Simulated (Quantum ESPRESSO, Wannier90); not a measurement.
**Wannierisation of BaAlSiH (P3m1)**

Cell from Materials Project (mp-571093), symmetrised, no further relaxation. Not found in the COD (Crystallography Open Database) copy used; not checked further. Computed values, not measurements, from PBEsol: Quantum ESPRESSO (norm-conserving PseudoDojo potentials, cutoff 58 Ry, no spin polarisation, no spin-orbit coupling) on a Γ-centred 12×12×6 mesh, then Wannier90. Density: 12×12×6 mesh, Gaussian smearing 0.01 Ry. Spin-orbit coupling is left out although heavy elements are present.

```
begin unit_cell_cart
ang
    4.3342298762    0.0000000000    0.0000000000
   -2.1671149381    3.7535531787    0.0000000000
    0.0000000000    0.0000000000    5.2625500000
end unit_cell_cart
mp_grid = 12 12 6
```

### Question
Which shells of neighbouring k-points and which b-vectors and weights does Wannier90 pick for this cell and mesh?

### Answer
```
 *---------------------------------- K-MESH ----------------------------------*
 +----------------------------------------------------------------------------+
 |                    Distance to Nearest-Neighbour Shells                    |
 |                    ------------------------------------                    |
 |          Shell             Distance (Ang^-1)          Multiplicity         |
 |          -----             -----------------          ------------         |
 |             1                   0.139494                      6            |
 |             2                   0.198991                      2            |
 |             3                   0.241611                      6            |
 |             4                   0.243014                     12            |
 |             5                   0.278988                      6            |
 |             6                   0.313007                     12            |
 |             7                   0.342683                     12            |
 |             8                   0.369067                     12            |
       ... (lines left out)
 +----------------------------------------------------------------------------+
 | The b-vectors are chosen automatically                                     |
 | The following shells are used:                       1,  2                 |
 +----------------------------------------------------------------------------+
 |                        Shell   # Nearest-Neighbours                        |
 |                        -----   --------------------                        |
 |                          1               6                                 |
 |                          2               2                                 |
 +----------------------------------------------------------------------------+
 | Completeness relation is fully satisfied [Eq. (B1), PRB 56, 12847 (1997)]  |
 +----------------------------------------------------------------------------+
 |                  b_k Vectors (Ang^-1) and Weights (Ang^2)                  |
 |                  ----------------------------------------                  |
 |            No.         b_k(x)      b_k(y)      b_k(z)        w_b           |
 |            ---        --------------------------------     --------        |
 |             1         0.000000    0.139494    0.000000    17.130366        |
 |             2         0.120805    0.069747    0.000000    17.130366        |
 |             3         0.000000   -0.139494    0.000000    17.130366        |
 |             4         0.120805   -0.069747    0.000000    17.130366        |
 |             5        -0.120805   -0.069747    0.000000    17.130366        |
 |             6        -0.120805    0.069747    0.000000    17.130366        |
 |             7         0.000000    0.000000    0.198991    12.627147        |
 |             8         0.000000    0.000000   -0.198991    12.627147        |
```
